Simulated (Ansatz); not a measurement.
CuAu (P4/mmm), two-dimensional strain map

All numbers below come from DFT LDA, scalar-relativistic, plane waves, PAW in Ansatz 0.2.0. The runs took a 420 eV cutoff, a Γ-centred 18×18×14 mesh and Gaussian smearing (0.15 eV). Spin–orbit coupling is left out, which can shift energies with elements as heavy as these. No spin polarisation. Energies are free energies at this smearing, counted from the undisturbed cell; pressure is positive in compression.

The undisturbed cell (as given, not relaxed at this level; it stands at -7.2 GPa, and it needn't be the usual structure):

```
Cu Au
1.0
     2.80000    0.00000    0.00000
     0.00000    2.80000    0.00000
     0.00000    0.00000    3.67000
Cu Au
1 1
Direct
  0.50000 0.50000 0.50000
  0.00000 0.00000 0.00000
```

The cell is strained by p along both x and y and by q along z, fractional coordinates fixed. Points are written (p, q).

Energy above the undisturbed cell in meV/atom (a dash: not computed):

```csv
p \ q,-0.050,-0.025,0.000,0.025,0.050
-0.050,101.8,56.3,?,?,14.0
-0.025,15.5,–,–,–,–
0.000,-14.5,–,0.0,–,51.4
0.050,47.9,–,?,–,222.7
```

(1) Fill in the withheld energies.

## Answers

(1) (-0.050, 0.000): 27.9; (-0.050, 0.025): 14.4; (0.050, 0.000): 124.3.